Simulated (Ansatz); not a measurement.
Ti₆Ge₂B in space group P-62m (No. 189; Ti on 3f, Ti on 3g, Ge on 2c, B on 1b), r²SCAN in the plane-wave PAW code Ansatz, all energies at zero smearing, with the estimated change up to a 700 eV cutoff added, with one set of potentials and settings (totals compare only within such a set). Cell of 9 atoms (6 Ti, 2 Ge, 1 B): -23794.816 eV.

```csv
element,reference phase,E (eV/atom)
Ti,"P6/mmm, 3 atoms in the cell",-2504.3941
Ge,"Fd-3m, 2 atoms in the cell",-4302.9121
B,"R-3m, 12 atoms in the cell",-156.5545
```

Formation energy per atom, worked out: (-23794.816 − 6×(-2504.3941) − 2×(-4302.9121) − 1×(-156.5545))/9 = -0.675 eV/atom (-65 kJ per mol of atoms), at 0 K, without zero-point energy or fitted corrections.

The first step of the workflow began from a Materials Project structure, measured or hypothetical; the Crystallography Open Database copy checked does not list it. Whether it is the stable phase at ambient conditions was not checked. The r²SCAN relaxation kept the symmetry of its start; whether a distortion lowers the energy is not shown. No spin polarisation was allowed. The references are the lowest solids computed at this level, not always the standard phases.

Potentials: the earlier of the program's two PAW sets.
